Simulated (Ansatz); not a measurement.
The relaxed structure here is a generated cell of Mn: the first start was made by placing the elements on the sites of a structure type, and the end was not matched to a known phase here, so it may be hypothetical.

The start is a generated cell, Mn placed in the beta-W structure type. Cell shape, volume and atoms are optimised at zero target pressure with r2SCAN (plane waves to 500 eV, PAW, scalar-relativistic; Ansatz, a quantum-chemistry and plane-wave program). The first steps use a coarse 7×7×7 k-mesh.

Input geometry:
```yaml
crystal:
  lattice:
    - [4.54425, 0.00000, 0.00000]
    - [0.00000, 4.54425, 0.00000]
    - [0.00000, 0.00000, 4.54425]
  atoms:
    - { symbol: Mn, position: [0.25000, 0.00000, 0.50000] }
    - { symbol: Mn, position: [0.75000, 0.00000, 0.50000] }
    - { symbol: Mn, position: [0.00000, 0.50000, 0.25000] }
    - { symbol: Mn, position: [0.00000, 0.50000, 0.75000] }
    - { symbol: Mn, position: [0.50000, 0.25000, 0.00000] }
    - { symbol: Mn, position: [0.50000, 0.75000, 0.00000] }
    - { symbol: Mn, position: [0.00000, 0.00000, 0.00000] }
    - { symbol: Mn, position: [0.50000, 0.50000, 0.50000] }
```
Spin-polarised start, with parallel moments on Mn.

Task: What pressure does the first self-consistent step give?

Result: -11.8 GPa (negative: the cell is under tension).

Task: By how much does the energy per atom fall from start to end?

Result: 0.03 eV/atom.

Task: How does the volume per atom move from start to end?

Result: -6.2 %, from 11.73 to 11.00 Å³/atom.

Task: How do the shortest distances between atoms change?

Result: The closest pairs of elements (up to four, under 3.6 Å), start → end: Mn–Mn 2.27 → 2.22 Å.

Task: What band gap does the relaxed structure have at this level?

Result: Zero (metallic).

Task: What magnetic moments remain?

Result: Net 0.93 μB/atom, ferromagnetic.

Task: What does it relax into? Give the structure.

Result: 
Space group Pm-3n (No. 223); a = 4.448 Å, b = 4.448 Å, c = 4.448 Å, α = 90.00°, β = 90.00°, γ = 90.00°

```csv
atom,site,symmetry,x,y,z
Mn,6c,-4m.2,0.0000,0.5000,0.2500
Mn,2a,m-3.,0.0000,0.0000,0.0000
```

The space group stays Pm-3n (No. 223) (the run could not lower it), with 8 atoms in the primitive magnetic cell. Final values are on a 11×11×11 k-mesh of the relaxed cell. Spin state reached: ferromagnetic (net 0.93 μB/atom), from parallel starting moments; other spin orders were not run from this start. r2SCAN tends to overstate moments in metals. The program's look for a lower electronic state was skipped, cut short or left open in this run.

The run could not lose the symmetry of its start, so the end can be a saddle point.

All atoms sit on sites fixed by symmetry, so only the cell could relax.
